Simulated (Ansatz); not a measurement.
Put HfWS₄ in P6/mmm (No. 191): Hf on 1b; W on 1a; S on 2e and 2c.

All numbers below come from DFT PBE, scalar-relativistic, plane waves, PAW (Ansatz 0.2.0). Cutoff 420 eV, Γ-centred mesh, Gaussian smearing, no spin polarisation.

Formation energies are uncorrected and refer to the elements' standard structures at the same level.

**Question.** Which cell and coordinates does it relax to?

**Answer.**

Space group P6/mmm (No. 191). a = 4.334 Å, b = 4.334 Å, c = 9.426 Å, α = 90.00°, β = 90.00°, γ = 120.00°
| atom | site | symmetry | x | y | z |
| --- | --- | --- | --- | --- | --- |
| Hf | 1b | 6/mmm | 0.0000 | 0.0000 | 0.5000 |
| W | 1a | 6/mmm | 0.0000 | 0.0000 | 0.0000 |
| S | 2e | 6mm | 0.0000 | 0.0000 | 0.7463 |
| S | 2c | -6m2 | 0.3333 | 0.6667 | 0.0000 |

Hf has 2 S at 2.32 Å; W has 8 S at 2.39–2.50 Å; around S on a site of symmetry 6mm lie 1 Hf at 2.32 Å and 1 W at 2.39 Å; S on a site of symmetry -6m2 is surrounded by 3 W at 2.50 Å and 3 S at 2.50 Å. Another local minimum with the same sites may exist.

**Question.** And its energy and gap?

**Answer.** The formation energy is +0.05 eV/atom and the gap on the 12×12×4 mesh of the 6-atom cell is 0 eV (a metal). It can't be a ground state, since the elements alone are lower.

The last run used Gaussian smearing of 0.10 eV. Spin–orbit coupling, which can matter for Hf and W, is left out. The reference form of S is held partly by dispersion forces, which this level lacks. A structure relaxed within its symmetry needn't be a true minimum.
